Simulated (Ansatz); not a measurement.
MgTe (wurtzite, space group No. 186), LDA in the plane-wave PAW code Ansatz. The conduction-band minimum lies at Γ, with 1 equivalent valley. Second derivatives d²E/dk² of the lowest band at one valley (eV·Å²), along Cartesian directions:

```tsv
direction	d²E/dk²
[100]	45.00
[010]	45.00
[001]	50.05
[110]	45.00
[101]	47.54
[011]	47.54
```

**Question.** Find the principal effective masses, the density-of-states mass and the conductivity mass.

**Answer.** Off-diagonal terms follow from H_xy = H[110] − (H_xx + H_yy)/2, and m*/mₑ = 7.620 eV·Å² over each eigenvalue: 0.15, 0.17, 0.17. One valley's DOS mass (m₁m₂m₃)^(1/3) = 0.16, conductivity mass 3/(Σ 1/mᵢ) = 0.16 mₑ.

**Question.** What effective density of states Nc follows at 300 K for parabolic valleys?

**Answer.** Nc = 2.509e19 × 1 × (0.16)^(3/2) ≈ 1.6e18 cm⁻³.

Space group P6_3mc (wurtzite). The cell was relaxed with LDA under the symmetry of its start; of distortions, only those at the zone centre were tested. Spin–orbit coupling is left out wherever it is not named.

Potentials: the later of the program's two PAW sets.

Edges and masses are those of Kohn–Sham bands, whose gap is no quasiparticle gap.
